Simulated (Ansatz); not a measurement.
## Migration of K in KBr

All numbers below come from Ansatz 0.2.0, DFT LDA, scalar-relativistic, plane waves, PAW. (420 eV cutoff, 2×2×2 k-mesh, Gaussian smearing of 0.02 eV, no spin polarisation)

Host crystal, relaxed:

```yaml
crystal:
  lattice:
    - [0.00000, 3.18563, 3.18563]
    - [3.18563, 0.00000, 3.18563]
    - [3.18563, 3.18563, 0.00000]
  atoms:
    - { symbol: K, position: [0.00000, 0.00000, 0.00000] }
    - { symbol: Br, position: [0.50000, 0.50000, 0.50000] }
```

In a supercell of 16 host sites with charge -1, K trades places with a neighbouring K vacancy, moving 4.51 Å between the relaxed ends. Climbing-image nudged elastic band at fixed cell with images 0 (start) to 4 (end), the path measured over all atoms, converged to 0.05 eV/Å; the order of the saddle wasn't checked, and the small cell leaves errors of about a tenth of an eV.

Supercell rows in host cell vectors: 0 -2 2; 0 0 2; -2 0 2. K was set at (0.000, 0.000, 0.000) of the host cell.

At the relaxed start K has 6 Br at 3.19 Å.

**Question.** What barrier does the band give, and what surrounds the atom at the top?

**Answer.** 0.84 eV at image 2, where K has 2 Br at 2.83 Å.

Cost: 1 run of about 3.8 core-minutes, on Arm Neoverse V2 (shared hosts).